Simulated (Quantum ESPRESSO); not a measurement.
```cif
data_Br2Li2
_chemical_formula_sum 'Li2 Br2'
_space_group_name_H-M_alt 'P 1'
_space_group_IT_number 1
_cell_length_a 4.04560
_cell_length_b 4.04560
_cell_length_c 6.48211
_cell_angle_alpha 90.000
_cell_angle_beta 90.000
_cell_angle_gamma 120.000
loop_
_space_group_symop_operation_xyz
  'x, y, z'
loop_
_atom_site_label
_atom_site_type_symbol
_atom_site_fract_x
_atom_site_fract_y
_atom_site_fract_z
_atom_site_occupancy
Li1 Li 0.66667 0.33333 0.87783 1
Li2 Li 0.33333 0.66667 0.37783 1
Br1 Br 0.66667 0.33333 0.49717 1
Br2 Br 0.33333 0.66667 0.99717 1
```

Cell and atoms were relaxed with LDA from Materials Project entry mp-976280, within its symmetry.

What does LDA (Quantum ESPRESSO, PseudoDojo norm-conserving, 74 Ry, without SOC) give for the electronic structure near the Fermi level?

The LDA gap is direct, 4.82 eV at Γ. Spin-orbit splittings are left out.

This is not the ordinary phase of the substance; no match was found in the copy of COD used, and its stability was not checked.
